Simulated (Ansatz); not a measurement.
In$_{2}$O$_{3}$:
```cif
data_In2O3
_chemical_formula_sum 'In2 O3'
_space_group_name_H-M_alt 'P-3m1'
_space_group_IT_number 164
_space_group_name_Hall '-P 3 2"'
_cell_length_a 3.41782
_cell_length_b 3.41782
_cell_length_c 6.05424
_cell_angle_alpha 90.000
_cell_angle_beta 90.000
_cell_angle_gamma 120.000
loop_
_atom_site_label
_atom_site_type_symbol
_atom_site_symmetry_multiplicity
_atom_site_Wyckoff_symbol
_atom_site_fract_x
_atom_site_fract_y
_atom_site_fract_z
_atom_site_occupancy
In1 In 2 d 0.33333 0.66667 0.23770 1
O1 O 2 d 0.66667 0.33333 0.34633 1
O2 O 1 a 0.00000 0.00000 0.00000 1
```

Relaxed with r²SCAN+D4.

Problem. Which orbitals make up the states near the band edges in r²SCAN+D4 in the plane-wave PAW code Ansatz?

Solution. Top 1 eV of the valence band: O 2p 95 %. Bottom 1 eV of the conduction band: In 5s 46 %, O 2s 23 %, O 2p 22 %, In 5p 8 %. Projections are on Löwdin-orthogonalised atomic valence shells; empty p or d shells of many metals are not among them.

Problem. Tabulate the density of states.

Solution. States/eV per cell of 5 atoms, in 0.25 eV bins, energy from the valence-band maximum.

| E (eV) | total | O 2p | In 5s | In 5p |
|---|---|---|---|---|
| -7.86 | 0.00 | 0.00 | 0.00 | 0.00 |
| -7.61 | 0.00 | 0.00 | 0.00 | 0.00 |
| -7.36 | 0.00 | 0.00 | 0.00 | 0.00 |
| -7.11 | 0.00 | 0.00 | 0.00 | 0.00 |
| -6.86 | 0.00 | 0.00 | 0.00 | 0.00 |
| -6.61 | 0.00 | 0.00 | 0.00 | 0.00 |
| -6.36 | 0.00 | 0.00 | 0.00 | 0.00 |
| -6.11 | 0.00 | 0.00 | 0.00 | 0.00 |
| -5.86 | 0.02 | 0.01 | 0.01 | 0.00 |
| -5.61 | 0.80 | 0.50 | 0.25 | 0.02 |
| -5.36 | 1.74 | 1.10 | 0.54 | 0.05 |
| -5.11 | 2.02 | 1.29 | 0.60 | 0.06 |
| -4.86 | 2.63 | 1.71 | 0.70 | 0.12 |
| -4.61 | 2.21 | 1.44 | 0.53 | 0.12 |
| -4.36 | 1.66 | 1.08 | 0.36 | 0.11 |
| -4.11 | 2.23 | 1.49 | 0.34 | 0.26 |
| -3.86 | 3.51 | 2.44 | 0.30 | 0.57 |
| -3.61 | 2.60 | 1.82 | 0.18 | 0.43 |
| -3.36 | 2.54 | 1.85 | 0.13 | 0.40 |
| -3.11 | 2.78 | 2.13 | 0.09 | 0.43 |
| -2.86 | 3.02 | 2.38 | 0.07 | 0.44 |
| -2.61 | 2.82 | 2.27 | 0.05 | 0.38 |
| -2.36 | 3.08 | 2.53 | 0.04 | 0.38 |
| -2.11 | 2.82 | 2.35 | 0.03 | 0.31 |
| -1.86 | 3.45 | 2.93 | 0.05 | 0.32 |
| -1.61 | 4.08 | 3.53 | 0.04 | 0.33 |
| -1.36 | 2.95 | 2.59 | 0.02 | 0.20 |
| -1.11 | 2.97 | 2.68 | 0.03 | 0.14 |
| -0.86 | 4.32 | 3.97 | 0.03 | 0.15 |
| -0.61 | 5.33 | 5.01 | 0.02 | 0.09 |
| -0.36 | 7.68 | 7.36 | 0.01 | 0.06 |
| -0.11 | 4.73 | 4.56 | 0.01 | 0.03 |
| 0.14 | 0.00 | 0.00 | 0.00 | 0.00 |
| 0.39 | 0.00 | 0.00 | 0.00 | 0.00 |
| 0.64 | 0.00 | 0.00 | 0.00 | 0.00 |
| 0.89 | 0.00 | 0.00 | 0.00 | 0.00 |
| 1.14 | 0.00 | 0.00 | 0.00 | 0.00 |
| 1.39 | 0.00 | 0.00 | 0.00 | 0.00 |
| 1.64 | 0.01 | 0.00 | 0.01 | 0.00 |
| 1.89 | 0.04 | 0.01 | 0.02 | 0.00 |
| 2.14 | 0.05 | 0.01 | 0.02 | 0.00 |
| 2.39 | 0.07 | 0.02 | 0.03 | 0.01 |
| 2.64 | 0.10 | 0.03 | 0.04 | 0.01 |
| 2.89 | 0.13 | 0.04 | 0.04 | 0.02 |
| 3.14 | 0.16 | 0.05 | 0.05 | 0.03 |
| 3.39 | 0.23 | 0.08 | 0.07 | 0.04 |
| 3.64 | 0.26 | 0.09 | 0.07 | 0.05 |
| 3.89 | 0.27 | 0.10 | 0.08 | 0.05 |
| 4.14 | 0.30 | 0.10 | 0.08 | 0.06 |
| 4.39 | 0.33 | 0.12 | 0.09 | 0.07 |
| 4.64 | 0.40 | 0.14 | 0.12 | 0.08 |
| 4.89 | 0.85 | 0.24 | 0.35 | 0.16 |
| 5.14 | 1.72 | 0.45 | 0.82 | 0.29 |
| 5.39 | 1.32 | 0.36 | 0.64 | 0.20 |
| 5.64 | 1.39 | 0.39 | 0.70 | 0.18 |
| 5.89 | 2.17 | 0.58 | 1.15 | 0.24 |
| 6.14 | 2.34 | 0.64 | 1.28 | 0.24 |

The start of the workflow was typed in or built on a structure type; neither database checked (COD, Materials Project) lists it. It is not the phase usual at ambient conditions (space group No. 206). The r²SCAN+D4 relaxation kept the symmetry of its start. At this level the phase is mechanically unstable. The volume moved by -25 % from the start of the relaxation. Scalar-relativistic: spin–orbit coupling is off unless named, which matters more the heavier the elements.

Potentials: the earlier of the program's two PAW sets.
